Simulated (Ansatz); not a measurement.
An Ansatz input:

```yaml
crystal:
  lattice:
    - [0.0, 2.0193719109, 2.0193719109]
    - [2.0193719109, 0.0, 2.0193719109]
    - [2.0193719109, 2.0193719109, 0.0]
  atoms:
    - { symbol: Nb, position: [0.0, 0.0, 0.0] }
hamiltonian:
  xc: r2scan
  pseudopotentials:
    kind: paw
    azcp:
      Nb: "pseudopotentials/Nb.paw.azcp"
basis:
  ecutwfc: 500
  fft_grid_basis: typed
kpoints:
  mp_grid: { grid: [14, 14, 14], shift: [0, 0, 0] }
magnetization:
  spin_polarized: false
scf:
  occupations: { method: fermi_dirac, width: 0.1 }
  lower_state_search: "off"
output:
  stress: true
```

and its output:

```
Engine: ansatz 0.2.0, x86_64-unknown-linux-gnu
Pseudopotentials: kind: paw
Pseudopotential: Nb, paw, valence charge 13, recommended cutoff 500 eV (meta_gga) 
Functional definition: r2SCAN
  parameter k0 = 0.174
  parameter k1 = 0.065
  parameter a1 = 4.9479
  exchange = r2scan_x(k0 = k0, k1 = k1, a1 = a1)
  correlation = r2scan_c
Crystal: 1 atoms, lattice volume = 16.469 Å³
Basis set: ecut = 500 eV, 411 PW (Γ), exchange–correlation on 96×96×96 points (64 copies of the dense FFT grid, shifted against one another)
Bands: 11, of which v1, the nominal top of the filled ones, is band 7 counted from 1 (6 counted from 0)
Symmetry: 48 space group operations
Space group: Fm-3m (ITA 225), of the structure as read, at distance tolerance 2.5e-5 Å
k-points: 104 of 2744
Non-local potential: Nb, projectors of the file, l = 0: 3, l = 1: 2, l = 2: 2, l = 3: 1
PAW form: soft (Blöchl's): semilocal exchange-correlation on the pseudo side does not see the compensation charge
PAW frozen core: Nb, regenerated for the run's functional (the file was generated under x = pbe(κ = 0.804, μ = 0.2195149727645171), c = pbe(β = 0.06672455060314922))
PAW one-centre angular grid: Nb, 590 points (default); XC on 160 Gauss nodes
Initial density: superposition of atomic densities (neutral atoms: chi_scale 0, normalization atom), corrected by the library's trained network
Initial wavefunctions: pseudopotential atomic-orbital guess
Functional: x = r2scan, c = r2scan; τ floored in thin density (d = 2e-4 eV/Å³)
SCF iter   1: F=-4563.150712 eV  HF=-4563.148189 eV  |F-HF|=2.52e-3  |Δ(HF+E_count)|=         —  Δρ=8.81e-3  dr2=7.50e-3  dr2_τ=1.50e-2  ethr=1.77e-3  ⟨swp⟩=5.0  Hψ=6906  notcnv=0
SCF iter   2: F=-4563.153044 eV  HF=-4563.152568 eV  |F-HF|=4.76e-4  |Δ(HF+E_count)|=   4.38e-3  Δρ=3.70e-3  dr2=6.19e-4  dr2_τ=3.13e-4  ethr=5.77e-5  ⟨swp⟩=2.5  Hψ=2554  notcnv=0
SCF iter   3: F=-4563.153106 eV  HF=-4563.153032 eV  |F-HF|=7.43e-5  |Δ(HF+E_count)|=   4.64e-4  Δρ=1.28e-3  dr2=7.01e-5  dr2_τ=1.57e-5  ethr=4.76e-6  ⟨swp⟩=2.0  Hψ=1553  notcnv=0
SCF iter   4: F=-4563.153115 eV  HF=-4563.153115 eV  |F-HF|=2.78e-7  |Δ(HF+E_count)|=   8.34e-5  Δρ=6.64e-5  dr2=3.01e-7  dr2_τ=3.71e-8  ethr=5.39e-7  ⟨swp⟩=2.8  Hψ=1709  notcnv=0
iter 5 did not close the SCF: its close was put off for the readings that it lacked (scf_convergence_deferred on its scf_iter line)
SCF iter   5: F=-4563.153115 eV  HF=-4563.153115 eV  |F-HF|=2.69e-10  |Δ(HF+E_count)|=   3.60e-7  Δρ=1.15e-5  dr2=1.02e-8  dr2_τ=8.89e-9  ethr=2.32e-9  ⟨swp⟩=2.0  Hψ=1805  notcnv=0
SCF iter   6: F=-4563.153115 eV  HF=-4563.153115 eV  |F-HF|=3.73e-11  |Δ(HF+E_count)|=   2.23e-9  Δρ=1.85e-6  dr2=2.46e-10  dr2_τ=5.13e-11  ethr=7.87e-11  ⟨swp⟩=1.8  Hψ=3618  notcnv=0
SCF 1 converged in 6 iterations: F = -4563.153115 eV  dr2 = 2.46e-10
SCF converged after 6 iterations
Free energy (F): -4563.153115 eV
Harris-Foulkes:  -4563.153115 eV  (|F-HF|=3.73e-11)
Internal energy: -4563.110587 eV  (E = F + TS)
E sigma→0 (E₀):  -4563.131851 eV
Entropy (-TS):   -0.042529 eV (-42.529 meV/atom)
Fermi energy:    20.126403 eV
--- Per-component energies (eV) ---
  E_band       = -52.583201
  E_kinetic    = 398.840136
  E_local      = -638.780366  (includes V_loc(G=0)·N_el)
  E_nonlocal   = 120.069571
  E_hartree    = 200.076025
  E_xc         = -171.173483
  E_vxc        = -239.030896  (∫ρ·V_xc dr)
  E_paw        = -3090.648563  (= ΣΔE_a)
  E_vpaw       = -108.890162  (= ΣTr[D̂ρ^β])
  E_aug_tail   = 0.000004  (compensation charges beyond the density's cutoff)
  E_vtau       = 15.056165  (kinetic-family band-sum trace: ∫τ·v_τ [+ j·A + Jᵃ·Aᵃ] dr)
  E_ewald      = -1381.301481
  E_core_change = -0.192431  (= ΣΔE_core)
  E_smearing   = -0.042529  (= −TS)
  E_closure    = 0.000000  (closes the sum)
  Σ components = -4563.153115   (vs F -4563.153115, Δ=0.00e0)
--- Stress (GPa, compression-positive) ---
       26.440416      -0.000000       0.000000
       -0.000000      26.440416       0.000000
        0.000000       0.000000      26.440416
  P = ⅓ Tr σ = 26.4404 GPa (264.404 kbar)
```

Command:

```sh
ansatz run input.yaml --threads 1 --pin off --max-ram 3584MiB --backend cpu --events-out ev --progress --plain --runs-dir out
```

On 1 thread of Intel(R) Xeon(R) Platinum 8259CL CPU @ 2.50GHz (Skylake/Cascade Lake) (shared host) this took about 4.6 s of wall time and 4.5 s of CPU time.
